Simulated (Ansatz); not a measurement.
In the program Ansatz at the r²SCAN level (PAW), InP in the hexagonal phase (P6_222; In on 3c, P on 3d) relaxes to a = 4.138 Å, c = 9.350 Å. Its formation energy from the elements is -0.19 eV/atom, with no fitted shifts.

It is gapped at this level: 0.42 eV (smallest direct gap 0.42 eV). The valence maximum lies on the Γ–M line, 4 % of the way from Γ and the conduction minimum at Γ. The screened hybrid HSE06 puts the gap at 0.66 eV. Gap from r²SCAN with spin–orbit coupling: 0.41 eV. The electron mass is 0.034, 0.071, 0.071 mₑ (principal values).

The bulk modulus is 71.6 GPa. Bader charges are In +0.96, P -0.96 e.

The start of the workflow was typed in or built on a structure type; neither database checked (COD, Materials Project) lists it. It is not the phase usual at ambient conditions (space group No. 216). The cell was relaxed with r²SCAN under the symmetry of its start; whether a distortion lowers the energy is not shown. Point labels and valley counts follow the cell and symmetry of the run, lower than the named group. The references are the lowest solids computed at this level, not always the standard phases. Scalar-relativistic: spin–orbit coupling is off unless named, which matters more the heavier the elements.

Potentials: the later of the program's two PAW sets.
